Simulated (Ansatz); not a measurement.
SrSnS₃ in space group Pnma (No. 62; Pearson symbol oP20) at seven volumes, plane-wave PAW PBEsol (Ansatz code), shape and atoms relaxed at each. One row is withheld.

```tsv
V (Å³/atom)	P (GPa)
20.152	6.92
20.816	4.20
21.480	?
22.145	0.00
22.809	-1.57
23.473	-2.86
24.138	-3.82
```

Problem. Fit the shown pressures and predict the withheld one.

Solution. P = (3/2)B₀(x^(7/2) − x^(5/2))[1 + (3/4)(B′ − 4)(x − 1)] with x = (V₀/V)^(2/3). Least squares on the six rows gives V₀ = 22.142 Å³/atom, B₀ = 56.8 GPa, B′ = 5.55. At V = 21.480, x = 1.0204 and P = 1.88 GPa. The run itself gave 1.93 GPa.

The first step of the workflow began from a Materials Project structure, measured or hypothetical; the Crystallography Open Database copy checked does not list it. Its standing as an ambient phase is unchecked. The cell was relaxed with PBEsol under the symmetry of its start; of distortions, only those at the zone centre were tested. Spin–orbit coupling is left out wherever it is not named.

Potentials: the later of the program's two PAW sets.
